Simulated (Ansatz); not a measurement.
Input and command of a plane-wave DFT calculation in Ansatz:

```yaml
crystal:
  lattice:
    - [2.7646298111, 0.0, 0.0]
    - [-1.3823149055, 2.3942396485, 0.0]
    - [0.0, 0.0, 8.3027975819]
  atoms:
    - { symbol: Rh, position: [0.0, 0.0, 0.0] }
    - { symbol: Rh, position: [0.3333333333, 0.6666666667, 0.25] }
    - { symbol: Rh, position: [0.0, 0.0, 0.5] }
    - { symbol: Rh, position: [0.6666666667, 0.3333333333, 0.75] }
basis:
  ecutwfc: 500
kpoints:
  mp_grid: { grid: [24, 24, 6] }
hamiltonian:
  xc: r2scan
scf:
  occupations: { method: gaussian, width: 0.15 }
output:
  forces: true
  stress: true
  eigenvalues: true
```

```bash
ansatz run input.yaml --threads 1 --pin off --max-ram 2560MiB --backend cpu --events-out ev --progress --plain --runs-dir out
```

Processor: Intel(R) Xeon(R) Processor @ 2.70GHz, 1 thread, on a host shared with other jobs.

Estimate time, memory and problem size.

About 41 s on 1 thread of Intel(R) Xeon(R) Processor @ 2.70GHz (shared host), peak memory 0.86 GiB. It solves 41 bands at 244 k points (the mesh reduced by symmetry) with about 1363 plane waves, in 8 SCF iterations.
